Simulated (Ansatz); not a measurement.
Bi2Se3, one structure, two calculations

Cell: an entry of the Crystallography Open Database (COD), ions relaxed with PBE at fixed cell.

```
CELL_PARAMETERS angstrom
2.07150 1.19598 9.54533
-2.07150 1.19598 9.54533
0.00000 -2.39196 9.54533
ATOMIC_POSITIONS crystal
Bi 0.40061 0.40061 0.40061
Bi 0.59939 0.59939 0.59939
Se 0.00000 0.00000 0.00000
Se 0.21115 0.21115 0.21115
Se 0.78885 0.78885 0.78885
```

Atoms are numbered from 1 in the order listed; like atoms form one site, named after its first atom.

First run. Method: Kohn–Sham DFT in Ansatz, PBE, plane waves and PAW, scalar-relativistic, 420 eV cutoff, Γ-centred 9×9×9 k-points, Fermi–Dirac smearing 0.02 eV.

```json
{"site": "Bi", "atom": "1", "V_zz (10²¹ V/m²)": "0.67", "η": "0.00"}
{"site": "Se3", "atom": "3", "V_zz (10²¹ V/m²)": "7.30", "η": "0.00"}
{"site": "Se4", "atom": "4", "V_zz (10²¹ V/m²)": "-1.25", "η": "0.00"}
```

Second run. The same atoms and settings, except that the functional is LDA.

Task: What does the second run give?

Result: 

```csv
site,atom,V_zz,η,change of V_zz
Bi,1,0.62,0.00,-0.05
Se3,3,7.24,0.00,-0.06
Se4,4,-1.13,0.00,+0.12
```

The largest change of V_zz is on Se4, from -1.25 to -1.13. In per cent, |V_zz| changes by -1 on Se (all sites that start above 2).

Spin–orbit coupling is left out, which shifts gradients on Bi by a few per cent in wide-gap crystals, and can shift them far more where the calculated gap is small or absent, as here.
For the first run: With a gap of 0.2 eV on this mesh, small gradients can still move by 0.1 × 10²¹ V/m² or more as the k-mesh gets denser.
For the second run: The run finds no gap above 0.1 eV (a metal, or nearly one), so the gradients can move by 10 % or more with the k-mesh. Semilocal functionals make gaps too small and can close them, so the real compound need not be a metal.
